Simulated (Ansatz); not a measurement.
# Slab of fcc Ca (111), 5 layers

The slab is cut from the fcc crystal, the stable phase, as relaxed on PAW files (40.60 Å³/atom), with 20 Å of vacuum and a dipole correction:

```
CELL_PARAMETERS angstrom
3.85796 0.00000 0.00000
-1.92898 3.34109 0.00000
0.00000 0.00000 32.60000
ATOMIC_POSITIONS crystal
Ca 0.83333 0.16667 0.30675
Ca 0.16667 0.83333 0.40337
Ca 0.50000 0.50000 0.50000
Ca 0.83333 0.16667 0.59663
Ca 0.16667 0.83333 0.69325
```

Computed with Ansatz 0.2.0; functional PBEsol, scalar-relativistic. Settings: a Γ-centred 11×11×1 k mesh, Fermi–Dirac smearing of 0.1 eV, no spin polarisation. Methods: LAPW: all electrons, basis error target 1 meV/atom; PAW: frozen-core files, cutoff 420 eV.

The bulk energy comes from a cell in the slab's orientation on a 11×11×4 mesh. The surface energy is (E(slab) − N·E(bulk))/2A at zero smearing, the mean of both faces; thin slabs carry quantum-size effects.

The PAW files were made under PBE.

Task: As cut, the LAPW slab lies 0.841 eV above 5 atoms of bulk. What surface energy is that?

Result: Over two faces of 12.89 Å² it is 32.6 meV/Å², and times 16.02 J/m² per eV/Å² that gives γ = 0.523 J/m².

Task: What do relaxation and the other method give, and what work function comes out?

Result: 

| method | γ as cut (J/m²) | γ relaxed (J/m²) | Φ as cut (eV) | Φ relaxed (eV) |
| --- | --- | --- | --- | --- |
| LAPW | 0.523 | 0.519 | 3.05 | 3.02 |
| PAW | 0.523 | 0.518 | 3.05 | 3.02 |

Task: How do the spacings between the planes relax?

Result: From the bottom face up: d12 -2.5 % of 3.150 Å, d23 0.0 % of 3.150 Å, d34 0.0 % of 3.150 Å, d45 -2.5 % of 3.150 Å.

Task: A field of 0.1 V/Å is applied along the normal, atoms held. What follows?

Result: LAPW finds an induced dipole of 0.1263 e·Å a cell (PAW 0.1264), that is 17.74 Å for 4πα over the area, against 12.44 Å between the outer atoms.

Task: What changes if the images along the normal are cut off in place of the dipole correction?

Result: LAPW then gives: no gap, work function 3.02 eV; PAW: no gap, work function 3.02 eV.

Task: A 2p core hole is made on one atom of each kind in every 1×1 cell (PAW hole dataset, neutral cell, valence without spin). What does it cost by layer?

Result: layer 1 345.24 eV, layer 2 344.96 eV, layer 3 345.01 eV. Shifts between layers mean more than the absolute values, and a whole layer of holes screens otherwise than one hole.

Task: In the relaxed 1×1 cell, replace the outer, then the middle Ca by Sc, which changes a whole layer. What shift does this Z+1 picture give?

Result: E(outer) − E(middle) = +0.28 eV by LAPW and +0.28 eV by PAW; a positive value puts the surface line at higher binding energy.
